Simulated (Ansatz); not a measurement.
CdTe (CsCl type, space group No. 221), r²SCAN (plane waves, PAW; program Ansatz), all energies at zero smearing, with the estimated change up to a 700 eV cutoff added, with one set of potentials and settings (totals compare only within such a set). Cell of 2 atoms (1 Cd, 1 Te): -15263.024 eV.

```csv
element,reference phase,E (eV/atom)
Cd,"P6_3/mmc, 2 atoms in the cell",-8268.2565
Te,"P3_121, 3 atoms in the cell",-6994.9041
```

Formation energy per atom, worked out: (-15263.024 − 1×(-8268.2565) − 1×(-6994.9041))/2 = 0.068 eV/atom (7 kJ per mol of atoms), at 0 K, without zero-point energy or fitted corrections.

Space group Pm-3m (CsCl type). The start of the workflow was typed in or built on a structure type; neither database checked (COD, Materials Project) lists it. It is not the phase usual at ambient conditions (space group No. 216). Symmetry was held in the r²SCAN relaxation. At this level the phase is mechanically unstable. The volume moved by 17 % from the start of the relaxation. The references are the lowest solids computed at this level, not always the standard phases. Scalar-relativistic: spin–orbit coupling is off unless named, which matters more the heavier the elements.

Potentials: the earlier of the program's two PAW sets.
